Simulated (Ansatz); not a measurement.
A structure of GeS relaxed with PBEsol (plane waves to 420 eV, PAW, scalar-relativistic; Ansatz, a quantum-chemistry and plane-wave program); single points at other levels follow on the same geometry (Ansatz, PAW; HSE06 at 420 eV on a 2×6×6 k-mesh; no spin-orbit coupling). Space group Pnma (No. 62).

```cif
data_Ge4S4
_chemical_formula_sum 'Ge4 S4'
_space_group_name_H-M_alt 'P 1'
_space_group_IT_number 1
_cell_length_a 10.29248
_cell_length_b 3.66249
_cell_length_c 4.15262
_cell_angle_alpha 90.000
_cell_angle_beta 90.000
_cell_angle_gamma 90.000
loop_
_space_group_symop_operation_xyz
  'x, y, z'
loop_
_atom_site_label
_atom_site_type_symbol
_atom_site_fract_x
_atom_site_fract_y
_atom_site_fract_z
_atom_site_occupancy
Ge1 Ge 0.61928 0.75000 0.12014 1
Ge2 Ge 0.88072 0.25000 0.62014 1
Ge3 Ge 0.38072 0.25000 0.87986 1
Ge4 Ge 0.11928 0.75000 0.37986 1
S1 S 0.35228 0.75000 0.49509 1
S2 S 0.14772 0.25000 0.99509 1
S3 S 0.64772 0.25000 0.50491 1
S4 S 0.85228 0.75000 0.00491 1
```

```
level   gap (eV)      kind  conduction minimum
------  --------  --------  ------------------
PBEsol      0.84  indirect                   Γ
HSE06       1.39         –                   Γ
```

HSE06 gaps come from a coarse mesh plus a few chosen points, so they may be too large. No spin polarisation in the result.

It was reached from a disturbed copy of a Pnma (No. 62) cell (AFLOW prototype AB_oP8_62_c_c (B29, as in SnS)), against which it lies under 1 meV/atom.
